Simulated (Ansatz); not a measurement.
Ansatz (a quantum-chemistry and plane-wave program) input:

Ansatz 0.2 input:
```yaml
crystal:
  lattice:
    - [0.0, 2.561235926, 2.561235926]
    - [2.561235926, 0.0, 2.561235926]
    - [2.561235926, 2.561235926, 0.0]
  atoms:
    - { symbol: Sr, position: [0.5, 0.5, 0.5] }
    - { symbol: O, position: [0.0, 0.0, 0.0] }
kpoints:
  mp_grid: { grid: [9, 9, 9] }
hamiltonian:
  xc: pbesol
  pseudopotentials: { kind: paw }
scf:
  occupations: { method: fixed }
elastic: { mode: relaxed_ion, stencil: two_point, amplitude: 0.005, f_tol: 0.0005 }
```

Output (shortened):

```
Pseudopotential: Sr, paw, valence charge 10
Pseudopotential: O, paw, valence charge 6
Functional definition: PBEsol
Crystal: 2 atoms, lattice volume = 33.603 Å³
Basis set: ecut = 420 eV, 645 PW (Γ), exchange–correlation on 50×50×50 points (8 copies of the dense FFT grid, shifted against one another)
Bands: 12, of which v1, the nominal top of the filled ones, is band 8 counted from 1 (7 counted from 0)
Symmetry: 48 space group operations
Space group: Fm-3m (ITA 225), of the structure as read, at distance tolerance 3.2e-5 Å
k-points: 35 of 729
SCF iter   1: F=—  HF=-4056.131067 eV  |F-HF|=—  |Δ(HF+E_count)|=         —  Δρ=1.47e-2  dr2=6.92e-2  ethr=1.77e-3  ⟨swp⟩=6.0  Hψ=2712  notcnv=0  defer=63
preconditioner: auto → none
SCF iter   2: F=—  HF=-4056.129977 eV  |F-HF|=—  |Δ(HF+E_count)|=   1.09e-3  Δρ=1.45e-2  dr2=6.28e-2  ethr=4.32e-4  ⟨swp⟩=2.0  Hψ=943  notcnv=0  defer=68
SCF iter   3: F=—  HF=-4056.115573 eV  |F-HF|=—  |Δ(HF+E_count)|=   1.44e-2  Δρ=8.27e-4  dr2=1.92e-4  ethr=3.92e-4  ⟨swp⟩=2.0  Hψ=590  notcnv=0  defer=62
SCF iter   4: F=—  HF=-4056.115594 eV  |F-HF|=—  |Δ(HF+E_count)|=   2.11e-5  Δρ=2.96e-4  dr2=1.05e-5  ethr=1.20e-6  ⟨swp⟩=2.2  Hψ=721  notcnv=0  defer=68
SCF iter   5: F=—  HF=-4056.115611 eV  |F-HF|=—  |Δ(HF+E_count)|=   1.64e-5  Δρ=4.74e-5  dr2=7.40e-7  ethr=6.55e-8  ⟨swp⟩=2.0  Hψ=700  notcnv=0  defer=29
SCF iter   6: F=—  HF=-4056.115602 eV  |F-HF|=—  |Δ(HF+E_count)|=   8.53e-6  Δρ=1.23e-5  dr2=5.08e-8  ethr=4.62e-9  ⟨swp⟩=2.2  Hψ=702  notcnv=0  defer=1
SCF iter   7: F=—  HF=-4056.115602 eV  |F-HF|=—  |Δ(HF+E_count)|=   5.22e-9  Δρ=1.79e-6  dr2=1.01e-9  ethr=3.17e-10  ⟨swp⟩=2.3  Hψ=711  notcnv=0  defer=1
SCF iter   8: F=—  HF=-4056.115602 eV  |F-HF|=—  |Δ(HF+E_count)|=  1.51e-10  Δρ=1.59e-7  dr2=7.39e-12  ethr=6.34e-12  ⟨swp⟩=2.5  Hψ=683  notcnv=0  defer=1
SCF iter   9: F=-4056.115602 eV  HF=-4056.115602 eV  |F-HF|=4.55e-13  |Δ(HF+E_count)|=  1.36e-12  Δρ=1.56e-8  dr2=4.83e-14  ethr=1.00e-12  ⟨swp⟩=6.2  Hψ=2783  notcnv=0
SCF 1 converged in 9 iterations: F = -4056.115602 eV  dr2 = 4.83e-14
Crystal: 2 atoms, lattice volume = 33.435 Å³
Symmetry: 16 space group operations
k-points: 75 of 729
iter 1 solved again at ethr=3.48e-7 eV; its pass at ethr=3.10e-3 eV (dr2=5.57e-5 eV) is discarded
SCF iter   1: F=—  HF=-4056.115104 eV  |F-HF|=—  |Δ(HF+E_count)|=         —  Δρ=5.11e-4  dr2=5.68e-5  ethr=3.48e-7  ⟨swp⟩=3.0  Hψ=6179  notcnv=0  defer=140
preconditioner: auto → none
SCF iter   2: F=—  HF=-4056.115092 eV  |F-HF|=—  |Δ(HF+E_count)|=   1.18e-5  Δρ=2.15e-4  dr2=1.06e-5  ethr=3.48e-7  ⟨swp⟩=2.0  Hψ=1434  notcnv=0  defer=105
SCF iter   3: F=—  HF=-4056.115093 eV  |F-HF|=—  |Δ(HF+E_count)|=   1.07e-6  Δρ=2.18e-4  dr2=1.47e-5  ethr=6.60e-8  ⟨swp⟩=2.0  Hψ=1425  notcnv=0  defer=46
SCF iter   4: F=—  HF=-4056.115094 eV  |F-HF|=—  |Δ(HF+E_count)|=   1.17e-6  Δρ=2.30e-5  dr2=7.52e-8  ethr=6.60e-8  ⟨swp⟩=2.0  Hψ=1124  notcnv=0  defer=4
SCF iter   5: F=—  HF=-4056.115092 eV  |F-HF|=—  |Δ(HF+E_count)|=   1.87e-6  Δρ=2.20e-6  dr2=6.23e-10  ethr=4.70e-10  ⟨swp⟩=2.6  Hψ=1424  notcnv=0
SCF iter   6: F=—  HF=-4056.115092 eV  |F-HF|=—  |Δ(HF+E_count)|=  5.74e-10  Δρ=3.56e-7  dr2=1.84e-11  ethr=3.90e-12  ⟨swp⟩=2.4  Hψ=1471  notcnv=0
SCF iter   7: F=—  HF=-4056.115092 eV  |F-HF|=—  |Δ(HF+E_count)|=  1.41e-11  Δρ=7.66e-8  dr2=7.77e-13  ethr=1.15e-13 (applied; sched 1.00e-12)  ⟨swp⟩=2.7  Hψ=1490  notcnv=0
SCF iter   8: F=-4056.115092 eV  HF=-4056.115092 eV  |F-HF|=9.09e-13  |Δ(HF+E_count)|=  9.09e-13  Δρ=8.74e-9  dr2=1.89e-14  ethr=1.00e-12  ⟨swp⟩=5.0  Hψ=3477  notcnv=0
SCF 2 converged in 8 iterations: F = -4056.115092 eV  dr2 = 1.89e-14
Crystal: 2 atoms, lattice volume = 33.771 Å³
iter 1 solved again at ethr=7.14e-10 eV; its pass at ethr=3.10e-3 eV (dr2=1.14e-7 eV) is discarded
SCF iter   1: F=—  HF=-4056.115125 eV  |F-HF|=—  |Δ(HF+E_count)|=         —  Δρ=6.12e-5  dr2=1.43e-7  ethr=7.14e-10  ⟨swp⟩=4.2  Hψ=5965  notcnv=0  defer=87
preconditioner: auto → none
SCF iter   2: F=—  HF=-4056.115132 eV  |F-HF|=—  |Δ(HF+E_count)|=   6.99e-6  Δρ=3.38e-5  dr2=9.51e-8  ethr=7.14e-10  ⟨swp⟩=2.0  Hψ=1425  notcnv=0  defer=87
SCF iter   3: F=—  HF=-4056.115132 eV  |F-HF|=—  |Δ(HF+E_count)|=   4.72e-7  Δρ=2.34e-5  dr2=9.08e-9  ethr=5.95e-10  ⟨swp⟩=2.0  Hψ=1123  notcnv=0  defer=87
SCF iter   4: F=—  HF=-4056.115133 eV  |F-HF|=—  |Δ(HF+E_count)|=   8.28e-7  Δρ=4.75e-6  dr2=3.18e-10  ethr=5.67e-11  ⟨swp⟩=2.2  Hψ=1380  notcnv=0  defer=87
SCF iter   5: F=—  HF=-4056.115133 eV  |F-HF|=—  |Δ(HF+E_count)|=   3.61e-8  Δρ=3.73e-7  dr2=3.30e-12  ethr=1.99e-12  ⟨swp⟩=2.6  Hψ=1340  notcnv=0  defer=87
SCF iter   6: F=-4056.115133 eV  HF=-4056.115133 eV  |F-HF|=5.00e-12  |Δ(HF+E_count)|=  2.14e-10  Δρ=5.87e-8  dr2=8.04e-14  ethr=1.00e-12  ⟨swp⟩=4.0  Hψ=4045  notcnv=0
SCF 3 converged in 6 iterations: F = -4056.115133 eV  dr2 = 8.04e-14
Crystal: 2 atoms, lattice volume = 33.603 Å³
Symmetry: 8 space group operations
k-points: 125 of 729
iter 1 solved again at ethr=2.04e-7 eV; its pass at ethr=3.10e-3 eV (dr2=3.27e-5 eV) is discarded
SCF iter   1: F=—  HF=-4056.115437 eV  |F-HF|=—  |Δ(HF+E_count)|=         —  Δρ=1.94e-4  dr2=5.85e-6  ethr=2.04e-7  ⟨swp⟩=3.0  Hψ=10000  notcnv=0  defer=247
preconditioner: auto → none
SCF iter   2: F=—  HF=-4056.115441 eV  |F-HF|=—  |Δ(HF+E_count)|=   4.44e-6  Δρ=9.64e-5  dr2=1.35e-6  ethr=3.66e-8  ⟨swp⟩=1.5  Hψ=1879  notcnv=0  defer=147
SCF iter   3: F=—  HF=-4056.115443 eV  |F-HF|=—  |Δ(HF+E_count)|=   1.78e-6  Δρ=1.10e-5  dr2=2.98e-8  ethr=8.41e-9  ⟨swp⟩=2.8  Hψ=2582  notcnv=0  defer=106
SCF iter   4: F=—  HF=-4056.115443 eV  |F-HF|=—  |Δ(HF+E_count)|=   2.20e-8  Δρ=1.79e-5  dr2=9.77e-8  ethr=1.86e-10  ⟨swp⟩=2.0  Hψ=2381  notcnv=0  defer=107
SCF iter   5: F=—  HF=-4056.115443 eV  |F-HF|=—  |Δ(HF+E_count)|=   2.18e-8  Δρ=2.70e-7  dr2=1.19e-11  ethr=1.86e-10  ⟨swp⟩=2.3  Hψ=2180  notcnv=0  defer=107
SCF iter   6: F=—  HF=-4056.115443 eV  |F-HF|=—  |Δ(HF+E_count)|=  6.64e-11  Δρ=6.90e-8  dr2=1.58e-12  ethr=7.45e-14 (applied; sched 1.00e-12)  ⟨swp⟩=3.0  Hψ=2873  notcnv=0  defer=107
SCF iter   7: F=—  HF=-4056.115443 eV  |F-HF|=—  |Δ(HF+E_count)|=  4.55e-13  Δρ=2.01e-8  dr2=1.79e-13  ethr=9.88e-15 (applied; sched 1.00e-12)  ⟨swp⟩=2.0  Hψ=2266  notcnv=0  defer=107
SCF iter   8: F=-4056.115443 eV  HF=-4056.115443 eV  |F-HF|=9.09e-13  |Δ(HF+E_count)|=  4.55e-13  Δρ=2.73e-9  dr2=2.07e-15  ethr=1.00e-12  ⟨swp⟩=4.2  Hψ=5001  notcnv=0
SCF 4 converged in 8 iterations: F = -4056.115443 eV  dr2 = 2.07e-15
Crystal: 2 atoms, lattice volume = 33.603 Å³
iter 1 solved again at ethr=7.11e-11 eV; its pass at ethr=3.10e-3 eV (dr2=1.14e-8 eV) is discarded
SCF iter   1: F=—  HF=-4056.115439 eV  |F-HF|=—  |Δ(HF+E_count)|=         —  Δρ=2.08e-5  dr2=7.70e-9  ethr=7.11e-11  ⟨swp⟩=4.4  Hψ=10080  notcnv=0  defer=148
preconditioner: auto → none
SCF iter   2: F=—  HF=-4056.115443 eV  |F-HF|=—  |Δ(HF+E_count)|=   3.41e-6  Δρ=1.05e-5  dr2=2.67e-9  ethr=4.81e-11  ⟨swp⟩=2.0  Hψ=2375  notcnv=0  defer=148
SCF iter   3: F=—  HF=-4056.115443 eV  |F-HF|=—  |Δ(HF+E_count)|=   1.33e-7  Δρ=5.59e-6  dr2=1.74e-9  ethr=1.67e-11  ⟨swp⟩=2.1  Hψ=1919  notcnv=0  defer=148
SCF iter   4: F=—  HF=-4056.115443 eV  |F-HF|=—  |Δ(HF+E_count)|=   4.23e-8  Δρ=1.11e-6  dr2=2.46e-11  ethr=1.09e-11  ⟨swp⟩=2.0  Hψ=1873  notcnv=0  defer=148
SCF iter   5: F=—  HF=-4056.115443 eV  |F-HF|=—  |Δ(HF+E_count)|=   1.97e-9  Δρ=3.67e-8  dr2=1.67e-13  ethr=1.54e-13 (applied; sched 1.00e-12)  ⟨swp⟩=2.9  Hψ=2582  notcnv=0  defer=148
SCF iter   6: F=-4056.115443 eV  HF=-4056.115443 eV  |F-HF|=1.82e-12  |Δ(HF+E_count)|=  4.55e-13  Δρ=1.42e-8  dr2=1.19e-14  ethr=1.00e-12  ⟨swp⟩=5.0  Hψ=5258  notcnv=0
SCF 5 converged in 6 iterations: F = -4056.115443 eV  dr2 = 1.19e-14
SCF converged after 9 iterations
Free energy (F): -4056.115602 eV
Harris-Foulkes:  -4056.115602 eV  (|F-HF|=4.55e-13)
Internal energy: -4056.115602 eV  (E = F + TS)
E sigma→0 (E₀):  -4056.115602 eV
Fermi energy:    7.887474 eV
--- Per-component energies (eV) ---
  E_band       = -57.302436
  E_kinetic    = 422.316365
  E_local      = -857.598440  (includes V_loc(G=0)·N_el)
  E_nonlocal   = 251.845538
  E_hartree    = 230.357008
  E_xc         = -246.567923
  E_vxc        = -257.731580  (∫ρ·V_xc dr)
  E_paw        = -2796.430861  (= ΣΔE_a)
  E_vpaw       = -76.850744  (= ΣTr[D̂ρ^β])
  E_aug_tail   = 0.002404  (compensation charges beyond the density's cutoff)
  E_ewald      = -1060.209329
  E_core_change = 0.169635  (= ΣΔE_core)
  E_smearing   =  0.000000  (= −TS)
  E_closure    =  0.000000  (closes the sum)
  Σ components = -4056.115602   (vs F -4056.115602, Δ=0.00e0)
  [band-id]    e_kinetic+e_local+e_nonlocal+2·e_hartree+e_vxc+e_vpaw+e_augmentation_tail = -57.302442   (vs E_band -57.302436, Δ=-5.65e-6)
--- Forces (eV/Å), atoms counted from 1 ---
  atom   1  Sr     0.00000000     0.00000000     0.00000000
  atom   2  O      0.00000000     0.00000000     0.00000000
  max |Σ_I F_I| component: 0.0 eV/Å
--- Stress (GPa, compression-positive) ---
       -0.005428       0.000000       0.000000
        0.000000      -0.005428       0.000000
        0.000000       0.000000      -0.005428
  P = ⅓ Tr σ = -0.0054 GPa (-0.054 kbar)
--- Band table (eV; the first three rows and the last of 35) ---
  k-point 0: bands = ["-24.2380", "-7.0970", "-5.8787", "-5.8787", "-5.8787", "7.8875", "7.8875", "7.8875", "11.8187", "14.1236", "14.1236", "14.1236"]
  k-point 1: bands = ["-24.2209", "-7.3929", "-5.8889", "-5.8889", "-5.6252", "7.5062", "7.7275", "7.7275", "12.3957", "13.9732", "14.3694", "14.3694"]
  k-point 2: bands = ["-24.1770", "-7.9103", "-5.9146", "-5.9146", "-5.2156", "6.7626", "7.3589", "7.3589", "13.6724", "13.8842", "15.0561", "15.0561"]
  k-point 34: bands = ["-24.0466", "-7.8445", "-6.5401", "-6.5303", "-5.3143", "6.7317", "7.3686", "7.4940", "13.4253", "14.4575", "16.6734", "18.9143"]
--- Elastic constants: 2 strain directions × 2 members + reference (group order 48) ---
  dense FFT box of the reference and of every strained cell: 25×25×25
  strains applied: 11, 23; error gains: componentwise 1.00 (the most a stress slope's error grows in a printed constant), spectral 1.73 (1 for all six strains …
  C = ∂σ_k/∂η_j (tension-positive GPa; Voigt order 11 22 33 23 13 12):
       183.683     48.845     48.845      0.000      0.000      0.000
        48.845    183.683     48.845      0.000      0.000      0.000
        48.845     48.845    183.683      0.000      0.000      0.000
         0.000      0.000      0.000     54.748      0.000      0.000
         0.000      0.000      0.000      0.000     54.748      0.000
         0.000      0.000      0.000      0.000      0.000     54.748
  reference stress σ⁰ (GPa):      0.005      0.005      0.005      0.000      0.000      0.000
  C* (energy form; C + prestress term) asymmetry max|C*_kj − C*_jk| = 2.842e-14 GPa — a small one proves nothing (zero by symmetry where the batch's group is …
  moduli (Voigt/Reuss/Hill, GPa): K = 93.79/93.79/93.79   G = 59.82/59.20/59.51   E = 147.36   ν = 0.238
  mechanically stable: yes (min eigenvalue of sym C = 54.75 GPa)
  where every solve meets its electron count the energy-path curvature estimates C_jj along a normal strain and C_jj − ¼(σ⁰_aa + σ⁰_bb) along a shear (ab), of …
  strain η (Voigt 11):  stress-route row diagonal C_11 = 183.68 GPa, energy-path curvature d²(F+E_count+ΔE)/dδ²/Ω₀ = 183.88 GPa
         δ    σ_11 (GPa)             F (eV)   n_scf  n_hpsi   n_pw
    -5.000e-3      -0.9427       -4056.1150924       8   19074    666   relax 0 steps, max|allowed force component| 0.0 eV/Å
     5.000e-3       0.8941       -4056.1151332       6   16328    680   relax 0 steps, max|allowed force component| 0.0 eV/Å
  strain η (Voigt 23):  stress-route row diagonal C_44 = 54.75 GPa, energy-path curvature d²(F+E_count+ΔE)/dδ²/Ω₀ = 54.74 GPa
         δ    σ_23 (GPa)             F (eV)   n_scf  n_hpsi   n_pw
    -5.000e-3      -0.2737       -4056.1154430       8   30912    671   relax 0 steps, max|allowed force component| 0.0 eV/Å
     5.000e-3       0.2737       -4056.1154430       6   25839    671   relax 0 steps, max|allowed force component| 0.0 eV/Å
```

Cost: about 12 core-seconds (a rough figure) on shared cores.

The cell was relaxed with PBEsol under the symmetry of its start. Scalar-relativistic: spin–orbit coupling is off unless named, which matters more the heavier the elements.

Potentials: the later of the program's two PAW sets.

Ansatz is a plane-wave DFT program.
